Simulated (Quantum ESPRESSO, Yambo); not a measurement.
For Rb₃AlF₆ (space group Fm-3m, No. 225), Yambo gives the independent-particle static dielectric constant along x as 2.19 on PBEsol bands and 1.95 after a scissor of 3.83 eV widens every gap (4×4×4 mesh, 137 bands, 3 Ry local-field block, 0.2 eV broadening).

### Question
A scissor keeps the position matrix elements. In a one-oscillator model, how does ε − 1 scale, and what mean transition energy do the two values imply?

### Answer
Each transition adds |r|²/E to ε − 1, so ε − 1 ∝ 1/(E0 + Δ). Then (1.95 − 1)/(2.19 − 1) = E0/(E0 + Δ) = 0.798, and E0 = Δ(ε' − 1)/(ε − ε') = 15.2 eV. The computed Im ε, weighted by 1/E up to 20 eV, has its mean at 14.0 eV; the smallest direct PBEsol gap is 6.31 eV. The scissor comes from a G0W0 run whose convergence isn't established. Convergence of the RPA response with its 4×4×4 mesh was not tested.

Bands from Quantum ESPRESSO.

Geometry of the Materials Project entry, not relaxed at this level; primitive cell a = b = c = 6.254 Å, α = β = γ = 60.00°.

The structure is a Materials Project entry; no match was found in the copy of COD used, and its stability was not checked.
